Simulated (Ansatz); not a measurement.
## Relaxing ReP$_{2}$ in the CdI2 type

First guess:

```
CELL_PARAMETERS angstrom
3.41953 0.00000 0.00000
-1.70977 2.96140 0.00000
0.00000 0.00000 5.47125
ATOMIC_POSITIONS crystal
Re 0.00000 0.00000 0.00000
P 0.33333 0.66667 0.25000
P 0.66667 0.33333 0.75000
```

The calculation used DFT, PBE, PAW with Ansatz's default frozen-core files, scalar-relativistic (Ansatz 0.2.0).

Cell and atoms relax within the symmetry of the start on a 12×12×7 k mesh with 0.08 eV Fermi–Dirac smearing.

The start is built from a prototype, known or not as a phase of this compound; the cutoff is 420 eV.

Spin polarisation is left out, and whether a magnetic state lies lower isn't shown here.

Spin–orbit coupling is left out, though it moves levels of the heavy atoms by tenths of an eV or more.

What is the pressure of the first guess?

-1.71 GPa.

What does it relax to?

a = 3.088 Å, b = 3.088 Å, c = 5.150 Å, α = 90.00°, β = 90.00°, γ = 120.00° (conventional cell), 14.18 Å³ per atom:
```xyz
3
Lattice="3.0883 0.0000 0.0000 -1.5441 2.6745 0.0000 0.0000 0.0000 5.1501" Properties=species:S:1:pos:R:3 pbc="T T T"
Re    0.0000    0.0000    0.0000
P     0.0000    1.7830    1.6755
P     1.5441    0.8915    3.4746
```

How much energy does the relaxation release?

362 meV/atom.
